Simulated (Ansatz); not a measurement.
A geometry of W away from equilibrium: step 4 of the relaxation of a generated cell, W placed in the AFLOW prototype A_cI16_220_c (as in Li). All values below come from r2SCAN (plane waves to 500 eV, PAW, scalar-relativistic; Ansatz, a quantum-chemistry and plane-wave program). Γ-centred k-mesh 7×7×7 on the run's cell (coarser than for final values), Fermi–Dirac smearing 0.05 eV. The plane waves were selected for a different cell earlier on the path.

```
CELL_PARAMETERS angstrom
     -3.13293     3.13293     3.13293
      3.13293    -3.13293     3.13293
      3.13293     3.13293    -3.13293
ATOMIC_POSITIONS crystal
  W  0.47030 0.47030 0.47030
  W  0.50000 0.00000 0.02970
  W  0.00000 0.02970 0.50000
  W  0.02970 0.50000 0.00000
  W  0.97030 0.97030 0.97030
  W  0.50000 0.00000 0.52970
  W  0.00000 0.52970 0.50000
  W  0.52970 0.50000 0.00000
```

**Question.** Give the Cartesian forces on all atoms (eV/Å).

**Answer.** 
```json
[
 {"atom": "W1", "Fx": "1.25", "Fy": "1.25", "Fz": "1.25"},
 {"atom": "W2", "Fx": "-1.25", "Fy": "-1.25", "Fz": "1.25"},
 {"atom": "W3", "Fx": "-1.25", "Fy": "1.25", "Fz": "-1.25"},
 {"atom": "W4", "Fx": "1.25", "Fy": "-1.25", "Fz": "-1.25"},
 {"atom": "W5", "Fx": "1.25", "Fy": "1.25", "Fz": "1.25"},
 {"atom": "W6", "Fx": "-1.25", "Fy": "-1.25", "Fz": "1.25"},
 {"atom": "W7", "Fx": "-1.25", "Fy": "1.25", "Fz": "-1.25"},
 {"atom": "W8", "Fx": "1.25", "Fy": "-1.25", "Fz": "-1.25"}
]
```

The path ends in Im-3m (No. 229) (bcc (W type)). No spin polarisation in the result.

The run could not lose the symmetry of its start.
